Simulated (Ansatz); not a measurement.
Problem. Name crystals whose computed values (r²SCAN in the plane-wave PAW code Ansatz) fall in these windows: Θ_D (K) 400 to 550; B₀ by P(V) fit (GPa) 79 to 110.

Solution. 

| crystal | Θ_D (K) | B₀ by P(V) fit (GPa) |
|---|---|---|
| Al, P6_3/mmc (Al on 4f, Al on 2b, Al on 4f, Al on 2a) | 498 | 92.3 |
| CaO, P6_3/mmc (Ca on 2d, O on 2c) | 468 | 93.6 |
| SiGe, Pmma (Si on 2e, Ge on 2f) | 475 | 84.6 |
| SiGe, R-3m (Si on 6c, Ge on 6c) | 476 | 84.3 |
Others may fit too.

Typed or built starts, not in the databases checked: SiGe, Pmma (Si on 2e, Ge on 2f); SiGe, R-3m (Si on 6c, Ge on 6c). Not the usual ambient phase: Al, P6_3/mmc (Al on 4f, Al on 2b, Al on 4f, Al on 2a); CaO, P6_3/mmc (Ca on 2d, O on 2c). All cells were relaxed under the symmetry of their starts (and spin orders); stability against distortions was not tested throughout. Scalar-relativistic: spin–orbit coupling is off unless named, which matters more the heavier the elements.

Potentials: the earlier of the program's two PAW sets.
